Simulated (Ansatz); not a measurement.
Values for one crystal, relaxed and computed with DFT-PBE in the program Ansatz with PAW potentials; other levels are named.

- Volume per atom = 17.64 Å³
- Electronic character = metallic (no gap)
- Pressure derivative B′ = 4.3
- Gap with spin–orbit coupling = none (metallic)
- Formation energy from the elements (no fitted shifts) = 0.34 eV/atom
- Bulk modulus (Birch–Murnaghan fit) = 200 GPa
- Density of states at the Fermi level = 0.66 states/eV per atom (mean over ±0.08 eV)

### Question
Which compound is it?
(A) TaRu, rock salt
(B) AlRu, CsCl type
(C) CoW, rock salt
(D) AlAg, rock salt

### Answer
A, TaRu, rock salt

Space group Fm-3m (rock salt). The start of the workflow was typed in or built on a structure type; neither database checked (COD, Materials Project) lists it. COD files the formula under space group No. 123, 221, so this cell is another polymorph or a model. Its standing as an ambient phase is unchecked. Symmetry was held in the PBE relaxation; whether a distortion lowers the energy is not shown. The run is not spin-polarised. Its formation energy is positive at this level, so the cell may be metastable or incomplete. The references are the lowest solids computed at this level, not always the standard phases. Scalar-relativistic: spin–orbit coupling is off unless named, which matters more the heavier the elements.

Potentials: the earlier of the program's two PAW sets.
